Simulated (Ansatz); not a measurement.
LaOF (space group R-3m)

```
LaOF
1.0
    1.98840     1.14800     6.60909
   -1.98840     1.14800     6.60909
    0.00000    -2.29601     6.60909
La O F
2 2 2
Direct
  0.74234   0.74234   0.74234
  0.25766   0.25766   0.25766
  0.62276   0.62276   0.62276
  0.37724   0.37724   0.37724
  0.87072   0.87072   0.87072
  0.12928   0.12928   0.12928
```

Method: LDA (plane waves to 420 eV, PAW, scalar-relativistic; Ansatz, a first-principles code). DFPT wavenumbers on a 8×8×8 k mesh, in cm⁻¹; i marks imaginary ones, q is in fractions of the reciprocal vectors of the cell shown, and the three acoustic modes at Γ are left out. The non-analytic (LO-TO) term is not included, so polar modes at Γ have their transverse values. LaOF is run without spin polarisation. LaOF was relaxed with its symmetry unable to fall.

Does any mode at Γ, L = (0.5, 0.0, 0.0), F = (0.5, 0.5, 0.0), T = (0.5, 0.5, 0.5) come out imaginary?

No imaginary mode at these points (lowest 57 cm⁻¹ at T = (0.5, 0.5, 0.5)); other wave vectors were not tested.

List the wavenumbers at Γ, L = (0.5, 0.0, 0.0), F = (0.5, 0.5, 0.0), T = (0.5, 0.5, 0.5), with degeneracies.


| q | wavenumbers (cm⁻¹) |
|---|---|
| Γ | 105 (×2), 197, 225 (×2), 232, 266 (×2), 301, 347 (×2), 387 (×2), 403, 462 |
| L = (0.5, 0.0, 0.0) | 104, 125, 141, 143, 189, 200, 215, 221, 231, 257, 268, 278, 310, 341, 366, 383, 481, 516 |
| F = (0.5, 0.5, 0.0) | 98, 102, 131, 132, 178, 201, 217, 226, 231, 274, 286, 297, 305, 341, 352, 383, 482, 512 |
| T = (0.5, 0.5, 0.5) | 57 (×2), 91 (×2), 116, 159, 225 (×2), 263 (×2), 297, 351 (×2), 374, 385 (×2), 407, 537 |
